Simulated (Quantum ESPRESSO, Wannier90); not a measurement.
Wannier functions of HfO$_{2}$ (P4₂/nmc)

```xyz
6
Lattice="3.5580 0.0000 0.0000 0.0000 3.5580 0.0000 0.0000 0.0000 5.1719" Properties=species:S:1:pos:R:3 pbc="T T T"
Hf     1.7790     1.7790     2.5859
Hf     0.0000     0.0000     0.0000
O      0.0000     1.7790    -1.5660
O      0.0000     1.7790     1.0199
O      1.7790     0.0000    -1.0199
O      1.7790     0.0000     1.5660
```

Structure: Materials Project mp-1018721, symmetrised, not relaxed again. Not found in the COD (Crystallography Open Database) copy used, which has the formula in other groups; not checked further. Method: PBEsol plane waves in Quantum ESPRESSO 7.5 (PseudoDojo norm-conserving files, 68 Ry, spinors with spin-orbit coupling), Bloch states on a 6×6×4 mesh through Γ, Wannier90 4.0.1. Density: 10×10×6 mesh, cold smearing 0.01 Ry.

The plane-wave run has 100 bands and 48 electrons a cell. On the energy scale of pw.x, whose zero is arbitrary, the valence-band maximum lies at 11.40 eV.

Isolated groups of bands, relative to the valence-band maximum (bands from 49 on overlap up to the last one computed):

| bands | from (eV) | to (eV) | filling | weight on atomic waves |
|---|---|---|---|---|
| 1–4 | -59.97 | -59.95 | filled | Hf 5s 97 % |
| 5–8 | -34.39 | -34.26 | filled | Hf 5p 98 % |
| 9–16 | -27.04 | -26.49 | filled | Hf 5p 95 % |
| 17–24 | -17.95 | -15.28 | filled | O 2s 78 %, Hf 5d 12 %, Hf 6s 5 % |
| 25–48 | -5.79 | 0.00 | filled | O 2p 81 %, Hf 5d 14 % |

Input w.win, without the blocks of cell, atoms and k-points (144 lines):

```
num_bands = 76
num_wann = 46
exclude_bands = 1-24
spinors = true
num_iter = 1000
conv_tol = 1.0e-6
conv_window = 4
dis_num_iter = 1000
dis_conv_tol = 1.0e-6
dis_froz_max = 17.59
write_hr = true
write_u_matrices = true
begin projections
f=0.50643,0.51237,0.50121: d
f=0.01117,-0.00378,-0.00526: d
f=-0.01276,0.49948,-0.29875: p
f=0.00388,0.48779,0.20118: p
f=0.50053,-0.00685,-0.20564: p
f=0.51101,-0.00744,0.30595: p
end projections
mp_grid = 6 6 4
```

Problem. Check the input against the numbers above: what is wrong, and how is it mended?

Solution. wannier90.x -pp stops with:
```
w90_readwrite_get_projections: too few projection functions defined
```
The projections block defines fewer trial orbitals than num_wann. Mended as below, all else unchanged, the run goes through (Ω_I = 45.4 Å²) and follows the plane-wave bands to 0.7 meV rms (states up to 5.7 eV relative to the valence-band maximum).
```
num_wann = 44
```
